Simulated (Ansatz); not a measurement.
CaB₆ (space group Pm-3m)

```
CELL_PARAMETERS angstrom
      4.14779     0.00000     0.00000
      0.00000     4.14779     0.00000
      0.00000     0.00000     4.14779
ATOMIC_POSITIONS crystal
  Ca 0.00000 0.00000 0.00000
  B  0.20178 0.50000 0.50000
  B  0.79822 0.50000 0.50000
  B  0.50000 0.20178 0.50000
  B  0.50000 0.79822 0.50000
  B  0.50000 0.50000 0.20178
  B  0.50000 0.50000 0.79822
```

This relaxed cell (volume V₀) is scaled evenly in all directions, its shape held. The atoms relax within the cell's symmetry.

Method: PBE (plane waves to 420 eV, PAW, scalar-relativistic; Ansatz, a first-principles code). k mesh 8×8×8 (Γ-centred), Fermi-Dirac smearing 0.05 eV. E stands for the smeared free energy. Stress and pressure are positive under compression. CaB6 was relaxed with its symmetry unable to fall. ΔE is measured from the relaxed starting cell.

Question: Give the computed ΔE (meV/atom) and P (GPa) at V/V₀ = 0.880, 0.920, 0.960, 1.080, 1.120, 1.160.

Answer: 
| V/V₀ | ΔE (meV/atom) | P (GPa) |
|---|---|---|
| 0.880 | 83 | 23.9 |
| 0.920 | 34 | 14.4 |
| 0.960 | 8 | 6.5 |
| 1.080 | 27 | -10.0 |
| 1.120 | 57 | -13.7 |
| 1.160 | 96 | -16.9 |

(A scan under strain: stresses follow from slopes of the energy per volume, elastic moduli from its curvatures.)
